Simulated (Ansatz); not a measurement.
A distorted cell of SiC (zinc blende):

```
SiC
1.0
    0.00000     2.15185     2.15185
    2.15185     0.00000     2.15185
    2.15185     2.15185     0.00000
C Si
1 1
Direct
  0.75000   0.75000   0.75000
  0.00000   0.00000   0.00000
```

All values below come from r2SCAN (plane waves to 500 eV, PAW, scalar-relativistic; Ansatz, an electronic-structure program). k mesh 13×13×13 (Γ-centred), Fermi-Dirac smearing 0.05 eV. The energy includes the smearing's −TS. Stress and pressure are positive under compression. SiC was relaxed with its symmetry unable to fall. The PAW data are Ansatz's earlier set.

Task: Give the stress tensor in GPa and the pressure.

Result: 
```
    9.0      0.0      0.0
    0.0      9.0      0.0
    0.0      0.0      9.0
```
The pressure, a third of the trace, is 9.0 GPa.

Task: It is the relaxed cell scaled evenly to V/V₀ = 0.964, atoms relaxed where free. What is its energy relative to the relaxed cell?

Result: 10.1 meV/atom.

(A scan under strain: stresses follow from slopes of the energy per volume, elastic moduli from its curvatures.)
